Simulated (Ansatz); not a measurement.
MoPd (rock salt), relaxed and computed with several functionals in Ansatz (plane waves, PAW).

```
functional  a (Å)  ΔH_f (eV/atom)  B₀ by P(V) fit (GPa)
----------  -----  --------------  --------------------
PBEsol      5.145            1.14                   192
PBE         5.214            1.10                   170
r²SCAN      5.182            1.17                   184
```

Typed or built starts, not in the databases checked: MoPd, rock salt. Unstable at this level: MoPd, rock salt with PBEsol; MoPd, rock salt with r²SCAN. All cells were relaxed under the symmetry of their starts (and spin orders); stability against distortions was not tested throughout. Rows with no word on spin ran without spin polarisation. Scalar-relativistic: spin–orbit coupling is off unless named, which matters more the heavier the elements.

Potentials: the later of the program's two PAW sets.

Ansatz (a first-principles code) is a plane-wave DFT program.

Formation energies count from the lowest solids of the elements computed at the same level, not from gases.
